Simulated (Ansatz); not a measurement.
Ta:
```yaml
crystal:
  lattice:
    - [-1.64070, 1.64070, 1.64070]
    - [1.64070, -1.64070, 1.64070]
    - [1.64070, 1.64070, -1.64070]
  atoms:
    - { symbol: Ta, position: [0.00000, 0.00000, 0.00000] }
```

Relaxed with PBEsol. Special points in fractions of this cell's reciprocal vectors: Γ (0.000, 0.000, 0.000); H (0.500, -0.500, 0.500); N (0.000, 0.000, 0.500); P (0.250, 0.250, 0.250).

Q: List the band energies nearest the Fermi level at these points for plane-wave PAW PBEsol (Ansatz code).

A: In eV from the Fermi level; about four levels below and three above (degenerate sets whole), none deeper than 8.9 eV; points with the same levels are listed once.

| k | below | above |
|---|---|---|
| Γ | -7.97 | 0.73 0.73 0.73 |
| H | -3.92 -3.92 | 7.01 7.01 7.01 |
| N | -4.46 -1.60 | 1.71 3.96 5.02 |
| P | -1.23 -1.23 -1.23 | 5.20 5.20 7.24 |

Space group Im-3m (bcc (W type)). The PBEsol relaxation kept the symmetry of its start. No spin polarisation was allowed. Spin–orbit coupling is left out wherever it is not named.

Potentials: the later of the program's two PAW sets.
